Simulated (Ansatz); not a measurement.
Start of a relaxation of Li5S3:

Space group Im-3m (No. 229). a = 6.263 Å, b = 6.263 Å, c = 6.263 Å, α = 90.00°, β = 90.00°, γ = 90.00°
```json
{"atom": "Li", "site": "2a", "symmetry": "m-3m", "x": "0.0000", "y": "0.0000", "z": "0.0000"}
{"atom": "Li", "site": "8c", "symmetry": ".-3m", "x": "0.2500", "y": "0.2500", "z": "0.7500"}
{"atom": "S", "site": "6b", "symmetry": "4/mm.m", "x": "0.5000", "y": "0.0000", "z": "0.0000"}
```

These are results of Ansatz, DFT PBE, scalar-relativistic, plane waves, PAW, not measurements. Cutoff 420 eV, Gaussian smearing, Γ-centred meshes. Cell and atoms relax on a converged mesh. In metals the finer mesh still leaves noise of several meV/atom or more. The steps can't lower the symmetry of their start. No spin polarisation.

A guess keeps its type if space group and coordination stay and the shape of the cell changes little (axis ratios within about 15 %, angles within 6°); the volume may change.

Task: Does it keep its structure type, or change into something else?

Result: It keeps its type: symmetry leaves only the cell edge free. The symmetry stays Im-3m (No. 229). The volume per atom shrinks by 2.6 %, from 15.4 to 15.0 Å³. The shortest distance goes from 2.71 Å (Li–S and Li–Li) to 2.69 Å (Li–S and Li–Li). Counting neighbours within 15 % of an atom's shortest distance, the start has Li 8, S 8 and the end Li 8, S 8.

The last run used an 8×8×8 mesh for its 8-atom cell and Gaussian smearing of 0.10 eV. An odd number of electrons in the primitive cell allows no gap without spin; a larger cell or a magnetic state could open one. Symmetry constrained the relaxation, so the result can be a saddle point.
